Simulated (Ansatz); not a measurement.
Consider the following.

GePt:
```cif
data_Ge4Pt4
_chemical_formula_sum 'Pt4 Ge4'
_space_group_name_H-M_alt 'Pnma'
_space_group_IT_number 62
_space_group_name_Hall '-P 2ac 2n'
_cell_length_a 5.73849
_cell_length_b 3.71572
_cell_length_c 6.06531
_cell_angle_alpha 90.000
_cell_angle_beta 90.000
_cell_angle_gamma 90.000
loop_
_atom_site_label
_atom_site_type_symbol
_atom_site_symmetry_multiplicity
_atom_site_Wyckoff_symbol
_atom_site_fract_x
_atom_site_fract_y
_atom_site_fract_z
_atom_site_occupancy
Pt1 Pt 4 c 0.00092 0.25000 0.80917 1
Ge1 Ge 4 c 0.18456 0.25000 0.41093 1
```

This is the PBEsol-relaxed structure.

Q: All from the program Ansatz at the PBEsol level (PAW), unless another level is named. Give the electronic character.

A: metallic (no gap).

Q: What about the formation energy from the elements (no fitted shifts)?

A: -0.51 eV/atom.

Q: What about the density of states at the Fermi level?

A: 0.24 states/eV per atom (mean over ±0.08 eV).

Symmetry was held in the PBEsol relaxation. The run is not spin-polarised. The references are the lowest solids computed at this level, not always the standard phases. Scalar-relativistic: spin–orbit coupling is off unless named, which matters more the heavier the elements.

Potentials: the later of the program's two PAW sets.
